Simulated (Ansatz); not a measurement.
Given:

InSb:
Space group P4₂/mmc (No. 131); a = b = 4.3513 Å, c = 7.9422 Å, α = β = γ = 90.00°

```
atom  site  symmetry       x       y       z
----  ----  --------  ------  ------  ------
In      2c      mmm.  0.0000  0.5000  0.0000
Sb      2e      -4m2  0.0000  0.0000  0.2500
```

This is the PBE-relaxed structure.

Problem. All from the program Ansatz at the PBE level (PAW), unless another level is named. Predict the electronic character.

Solution. metallic (no gap).

Problem. And the formation energy from the elements (no fitted shifts)?

Solution. 0.28 eV/atom.

Problem. Predict the density of states at the Fermi level.

Solution. 0.56 states/eV per atom (mean over ±0.08 eV).

Space group P4_2/mmc. A made-up cell: these elements were put on the sites of a structure type; neither database checked (COD, Materials Project) lists it. It is not the phase usual at ambient conditions (space group No. 216). Symmetry was held in the PBE relaxation; whether a distortion lowers the energy is not shown. The references are the lowest solids computed at this level, not always the standard phases. Scalar-relativistic: spin–orbit coupling is off unless named, which matters more the heavier the elements.

Potentials: the later of the program's two PAW sets.
